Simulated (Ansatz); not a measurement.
**BH3 — 11B NMR of the central transition**

Cell: an entry of the Crystallography Open Database (COD), its atoms then relaxed with PBE in this cell.

Space group P2_1/c (No. 14); a = 4.4043, b = 6.5007, c = 6.2445 Å, β = 117.40°.

```csv
site,Wyckoff,site symmetry,x,y,z
B,4e,1,0.6416,0.5410,0.6450
H5,4e,1,0.5954,0.4902,0.8117
H9,4e,1,0.3580,0.6239,0.4778
H13,4e,1,0.8781,0.6475,0.6732
```

One atom of each set is listed.

All values are calculated (Ansatz; DFT, PBE, plane waves and PAW, scalar-relativistic, 420 eV cutoff, Γ-centred 7×5×5 k-points, Fermi–Dirac smearing 0.02 eV), not measured.

11B has I = 3/2 and Q = 40.59 mb (Pyykkö 2018); at 28.2 T its Larmor frequency is ν₀ = 385.3 MHz. Only the quadrupole interaction is simulated: positions count from each site's isotropic chemical shift, and J coupling is left out, as are shift anisotropy and dipolar coupling, which fast spinning averages.

Q: Give C_Q, η, the quadrupolar product P_Q = |C_Q|(1 + η²/3)^½, the second-order isotropic shift and the breadth of the pattern (fast magic-angle spinning) for each B site.

A: 

| site | first shell | C_Q (MHz) | η | P_Q (MHz) | δ_QIS (ppm) | breadth (kHz) |
| --- | --- | --- | --- | --- | --- | --- |
| B | 4 H at 1.19–1.32 Å, 1 B at 1.74 Å | 2.80 | 0.84 | 3.11 | -1.63 | 1.41 |

δ_QIS = −(ν_Q²/30ν₀²)[I(I+1) − 3/4](1 + η²/3) × 10⁶ ppm with ν_Q = 3|C_Q|/[2I(2I−1)]; it falls as 1/B₀² in ppm, and the breadth as 1/B₀ in kHz.

The relaxation (4 steps) took 36 s of wall time (36 s of CPU time) and 0.5 GiB at its peak, on 1 thread of Arm Neoverse V2 (aarch64; 8 cores open to the job, memory cap 2.5 GiB, no GPU), a shared host with a load of 0.5 a core.
